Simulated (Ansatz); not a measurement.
Level of theory: DFT PBE, scalar-relativistic, plane waves, PAW (Ansatz 0.2.0). All cells share a 420 eV cutoff and Γ-centred k meshes spaced at most about 0.3 Å⁻¹ (2π included). No spin polarisation in the final relaxations.

Temperature and zero-point effects are left out.

Two relaxed structures of Al₂InAs₃:

A. Space group I-4m2 (No. 119), tetragonal, a = 4.150 Å, c = 17.661 Å. Al is surrounded by 4 As at 2.49–2.50 Å; around In lie 4 As at 2.64 Å; around As on a site of symmetry 2mm lie 2 Al at 2.49 Å and 2 In at 2.64 Å; As on a site of symmetry -4m2 is surrounded by 4 Al at 2.50 Å.

B. Space group P3m1 (No. 156), trigonal, a = 4.155 Å, c = 10.190 Å. Around Al on its first site lie 4 As at 2.49–2.52 Å; Al on its second site has 4 As at 2.47–2.52 Å; In has 4 As at 2.61–2.67 Å; As on its first site has 3 Al at 2.52 Å and 1 In at 2.67 Å; As on its second site has 4 Al at 2.49–2.52 Å; 1 more site not described.

Question: Which would you expect to be lower, and how large is the difference?

Answer: A is lower, by 14 meV/atom. A has Al and In ordered on zinc blende sites, space group I-4m2 (No. 119), 25.3 Å³/atom and a gap of 0.84 eV on its mesh; B has Al and In ordered on zinc blende sites, space group P3m1 (No. 156), 25.4 Å³/atom and a gap of 0.65 eV. Both come from invented guesses.

Kohn–Sham gaps at this level usually fall short of measured ones. Cells relaxed within their symmetry can be saddle points.
